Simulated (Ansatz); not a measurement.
H:
```xyz
2
Lattice="-1.8117 1.8117 2.1922 1.8117 -1.8117 2.1922 1.8117 1.8117 -2.1922" Properties=species:S:1:pos:R:3 pbc="T T T"
H      0.0000     0.0000     4.0047
H      0.0000     0.0000     0.3796
```

Relaxed with PBEsol. Special points in fractions of this cell's reciprocal vectors: Γ (0.000, 0.000, 0.000); X (0.000, 0.000, 0.500); P (0.250, 0.250, 0.250); N (0.000, 0.500, 0.000); M (0.500, 0.500, -0.500); S (0.421, 0.579, -0.421); S0 (-0.421, 0.421, 0.421); R (-0.342, 0.342, 0.500); G (0.500, 0.500, -0.342).

List the band energies nearest the valence-band maximum at these points for PBEsol (plane waves, PAW; program Ansatz).

In eV from the valence-band maximum; about four levels below and three above (degenerate sets whole), none deeper than 8.9 eV; … stands for higher levels left out; points with the same levels are listed once.

```csv
k,below,above
Γ,-1.74,12.45 15.83 …
X,-0.44,10.50 13.30 15.26
P,-0.37,11.00 12.43 12.43
N,-0.59,8.95 15.73 17.38
M,0.00,9.99 14.85 …
S,-0.06,10.24 13.10 15.47
R,-0.10,10.48 13.07 13.59
```

Space group I4/mmm. The first step of the workflow began from a Materials Project structure, measured or hypothetical; the Crystallography Open Database copy checked does not list it. It is not the usual solid phase (space group No. 194). The cell was relaxed with PBEsol under the symmetry of its start; its stability against distortions is not shown here. The substance is a gas or liquid at ambient conditions. A crystal of weakly bound units computed without a dispersion correction: the cell and the soft elastic constants depend strongly on that.

Potentials: the later of the program's two PAW sets.
